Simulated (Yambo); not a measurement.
```xyz
8
Lattice="6.3123 0.0000 0.0000 0.0000 3.8545 0.0000 -0.0053 0.0000 6.6932" Properties=species:S:1:pos:R:3 pbc="T T T"
Mg     3.1552     0.0000     4.4610
S      0.7098     0.0000     4.4537
S      0.8014     1.9272     1.1204
S      3.9742     1.9272     5.6457
S      3.9605     0.0000     2.1693
Zn     3.1527     1.9272     1.1158
Zn     6.3035     1.9272     5.5989
Zn     6.3023     0.0000     2.2074
```

MgZn$_{3}$S$_{4}$ (space group Pm, No. 6): mean Im ε in 1 eV windows above the direct gap of 3.68 eV, for different electron-hole kernels (Yambo, broadening 0.15 eV, norm-conserving PBEsol (Quantum ESPRESSO, 84 Ry, no spin-orbit coupling) bands; 4×4×2 mesh, 21 valence and 13 conduction bands, static screening with 107 bands and a 3 Ry block, scissor 1.45 eV, Tamm-Dancoff; field along x).

```json
[
 {"window (eV)": "3.7 to 4.7", "independent quasiparticles": "1.1", "RPA (no attraction)": "1.1", "BSE": "1.2"},
 {"window (eV)": "4.7 to 5.7", "independent quasiparticles": "1.4", "RPA (no attraction)": "1.1", "BSE": "11"},
 {"window (eV)": "5.7 to 6.7", "independent quasiparticles": "7.7", "RPA (no attraction)": "6.7", "BSE": "7.6"},
 {"window (eV)": "6.7 to 7.7", "independent quasiparticles": "9.3", "RPA (no attraction)": "7.7", "BSE": "6.1"},
 {"window (eV)": "7.7 to 8.7", "independent quasiparticles": "8.3", "RPA (no attraction)": "5.7", "BSE": "5.0"}
]
```

This run doesn't resolve bound excitons or single peaks, so only averages are given, and they too depend on the mesh; weight that the attraction moves below the gap isn't listed. All transitions below 9.67 eV are in the band window. The scissor comes from a G0W0 run whose convergence isn't established.

Geometry of the Materials Project entry, not relaxed at this level.

The structure is a Materials Project entry; no match was found in the copy of COD used, and its stability was not checked.
